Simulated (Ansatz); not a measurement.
Here is the system:

Rb (bcc, W type), conventional cell a = b = c = 5.575 Å, α = β = γ = 90.00°. The calculation uses the primitive cell of 1 atom, to which meshes and values per cell refer.

The volume is varied about the relaxed value V₀ at fixed cell shape. Symmetry pins the atoms to their sites.

All values below come from PBEsol (plane waves to 420 eV, PAW, scalar-relativistic; Ansatz, a quantum-chemistry and plane-wave program). k mesh 12×12×12 (Γ-centred), Fermi-Dirac smearing 0.05 eV. Energies are smeared free energies. Compression counts positive. Rb was relaxed with its symmetry unable to fall. The PAW data are Ansatz's earlier set. The zero of ΔE is the relaxed starting cell.

The scan covers V/V₀ from 0.900 to 1.100 in 11 points.

### Question
What bulk modulus B₀ follows from a third-order Birch-Murnaghan fit?

### Answer
2.9 GPa.

### Question
What is the fitted pressure derivative B₀′?

### Answer
3.7.

(A scan under strain: stresses follow from slopes of the energy per volume, elastic moduli from its curvatures.)
